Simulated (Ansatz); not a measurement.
Relaxed-ion elastic tensor of CdS2 in space group Pa-3 (No. 205; Cd on 4a, S on 8c) in GPa (Voigt order), DFT-r²SCAN in the program Ansatz with PAW potentials; density 4.59 g/cm³, 21.30 Å³ per atom.

```json
[
 {"": "1", "1": "98.9", "2": "50.8", "3": "50.8", "4": "0.0", "5": "0.0", "6": "0.0"},
 {"": "2", "1": "50.8", "2": "98.9", "3": "50.8", "4": "0.0", "5": "0.0", "6": "0.0"},
 {"": "3", "1": "50.8", "2": "50.8", "3": "98.9", "4": "0.0", "5": "0.0", "6": "0.0"},
 {"": "4", "1": "0.0", "2": "0.0", "3": "0.0", "4": "28.1", "5": "0.0", "6": "0.0"},
 {"": "5", "1": "0.0", "2": "0.0", "3": "0.0", "4": "0.0", "5": "28.1", "6": "0.0"},
 {"": "6", "1": "0.0", "2": "0.0", "3": "0.0", "4": "0.0", "5": "0.0", "6": "28.1"}
]
```

Task: Is the crystal mechanically stable?

Result: Yes: the smallest eigenvalue of C is 28.1 GPa.

Task: Work out the Voigt, Reuss and Hill averages.

Result: K_V = 66.8, K_R = 66.8, K_H = 66.8; G_V = 26.5, G_R = 26.3, G_H = 26.4 GPa.

Task: Give Young's modulus, Poisson's ratio, Pugh's ratio and the universal anisotropy index.

Result: E = 9KG/(3K + G) = 69.9 GPa; ν = 0.33; K/G = 2.53 (ductile by the Pugh limit of 1.75); A_U = 5G_V/G_R + K_V/K_R − 6 = 0.03.

Task: Estimate the sound speeds and the Debye temperature.

Result: v_l = √((K + 4G/3)/ρ) = 4720 m/s, v_t = √(G/ρ) = 2400 m/s, mean 2690 m/s; Θ = (h/k)(3n/4πV)^(1/3) v_m = 289 K.

Task: Give the Zener ratio and Young's modulus along [100], [110] and [111].

Result: A = 2C44/(C11 − C12) = 1.17; 1/E = S11 − 2(S11 − S12 − S44/2)Γ with Γ = 0, 1/4, 1/3 gives 64.3, 71.2, 73.9 GPa.

The workflow started from a Materials Project entry (that database holds measured and hypothetical structures alike); the Crystallography Open Database copy checked does not list it. Whether it is the stable phase at ambient conditions was not checked. The r²SCAN relaxation kept the symmetry of its start; whether a distortion lowers the energy is not shown.

Potentials: the later of the program's two PAW sets.
